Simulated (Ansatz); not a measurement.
Crystals of one space group, with the same sites and like axis ratios (I4/mmm), relaxed and computed with PBE (plane waves, PAW; program Ansatz).

| crystal | a (Å) | V (Å³/atom) | ΔH_f (eV/atom) |
|---|---|---|---|
| ScPd3 | 4.060 | 16.30 | -0.76 |
| ScIr3 | 3.952 | 15.41 | -0.49 |
| ScPt3 | ? | ? | ? |
| YPt3 | 4.106 | 17.85 | -0.85 |

### Question
Fill in the missing entries.

### Answer

- ScPt3, a (Å): 3.998
- ScPt3, V (Å³/atom): 16.34
- ScPt3, ΔH_f (eV/atom): -0.90

Constructed cells (a structure type filled with these elements, in neither database checked): ScPd3, I4/mmm (Pd on 2b, Pd on 4d, Sc on 2a); ScIr3, I4/mmm (Ir on 2b, Ir on 4d, Sc on 2a); ScPt3, I4/mmm (Pt on 2b, Pt on 4d, Sc on 2a); YPt3, I4/mmm (Pt on 2b, Pt on 4d, Y on 2a). All cells were relaxed under the symmetry of their starts (and spin orders); stability against distortions was not tested throughout. Rows with no word on spin ran without spin polarisation. Scalar-relativistic: spin–orbit coupling is off unless named, which matters more the heavier the elements.

Potentials: the earlier of the program's two PAW sets.

Formation energies count from the lowest solids of the elements computed at the same level, not from gases.
